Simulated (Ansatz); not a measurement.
All-electron LAPW in Ansatz 0.2.0 under LDA, scalar-relativistic, energies extrapolated to zero smearing. Slabs are 1×1 cells cut from bulk crystals relaxed on PAW files, with atoms then relaxed, 16 to 20 Å of vacuum, a dipole correction, k spacings of 0.16 to 0.26 Å⁻¹ and smearing of 0.02 to 0.1 eV, without spin–orbit coupling or spin polarisation. The bulk type named needn't be the stable one, and no reconstruction is allowed.

```csv
slab,area (Å²),γ (J/m²),Φ (eV),Δd12 (%)
"fcc Cu (100), 5 layers",6.19,2.02,4.88,-3.2
"fcc Cu (111), 3 layers",5.36,1.78,5.18,?
"fcc Cu (111), 5 layers",5.36,1.80,5.24,-1.1
"fcc Cu (100), 3 layers",6.19,2.02,5.02,?
```

Q: Fill in "Δd12 (%)" for the row "fcc Cu (100), 3 layers".

A: -2.6.

Q: Fill in "Δd12 (%)" for the row "fcc Cu (111), 3 layers".

A: -1.5.
